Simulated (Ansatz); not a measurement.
**Pressure against volume: TlPd$_{3}$**

```cif
data_structure
_symmetry_space_group_name_H-M 'I4/mmm'
_symmetry_Int_Tables_number 139
_cell_length_a 4.1460
_cell_length_b 4.1460
_cell_length_c 7.4970
_cell_angle_alpha 90.000
_cell_angle_beta 90.000
_cell_angle_gamma 90.000
_cell_volume 128.87
loop_
_atom_site_label
_atom_site_type_symbol
_atom_site_symmetry_multiplicity
_atom_site_Wyckoff_symbol
_atom_site_fract_x
_atom_site_fract_y
_atom_site_fract_z
_atom_site_occupancy
Tl1 Tl 2 a 0.00000 0.00000 0.00000 1
Pd1 Pd 4 d 0.00000 0.50000 0.25000 1
Pd2 Pd 2 b 0.50000 0.50000 0.00000 1
```

The runs use the primitive cell with vectors (-2.073, 2.073, 3.748), (2.073, -2.073, 3.748), (2.073, 2.073, -3.748) Å, to which the k mesh refers.

The cell is COD entry 1522856, as deposited and not checked against the literature; nothing was relaxed.

Spin polarisation is left out, and whether a magnetic state lies lower isn't shown here.

No spin–orbit coupling, which matters for the heavy atoms here.

Methods: DFT, PBEsol, all-electron LAPW, scalar-relativistic (Ansatz 0.2.0); DFT, PBEsol, PAW with Ansatz's default frozen-core files, scalar-relativistic (Ansatz 0.2.0).

For LAPW: a Γ-centred 12×12×12 k mesh, Fermi–Dirac smearing of 0.08 eV, basis error target 1 meV/atom, no spin polarisation. PAW takes a cutoff of 420 eV at this cell (files made with PBE, cores remade for this functional). The Ansatz runs share mesh, smearing and spin set-up. Plane-wave (PAW) pressures include the program's estimate of the Pulay term.

The cell above is scaled evenly, with fractional coordinates and shape held.

| V/V(cell) | V (Å³/atom) | P, LAPW (GPa) | P, PAW (GPa) | free energy over the lowest listed, PAW (meV/atom) |
| --- | --- | --- | --- | --- |
| 0.9400 | 15.142 | 12.01 | 12.02 | 33.7 |
| 0.9600 | 15.464 | 7.46 | 7.47 | 14.3 |
| 0.9800 | 15.786 | 3.45 | 3.46 | 3.4 |
| 0.9900 | 15.947 | 1.64 | 1.65 | 0.8 |
| 1.0000 | 16.109 | -0.07 | -0.05 | 0.0 |
| 1.0100 | 16.270 | -1.66 | -1.65 | 0.9 |
| 1.0200 | 16.431 | -3.16 | -3.14 | 3.3 |
| 1.0400 | 16.753 | -5.86 | -5.85 | 12.4 |
| 1.0600 | 17.075 | -8.23 | -8.21 | 26.6 |

**Question.** What do Birch–Murnaghan fits to the pressures give?

**Answer.** LAPW: V0 = 16.10 Å³/atom, B0 = 165 GPa, B0′ = 5.5; PAW: V0 = 16.10 Å³/atom, B0 = 165 GPa, B0′ = 5.5.

PAW's V0 lies 0.01 % from the all-electron value and its B0 -0.1 %. With shape and internal coordinates held, B0 is an upper bound to the relaxed modulus.
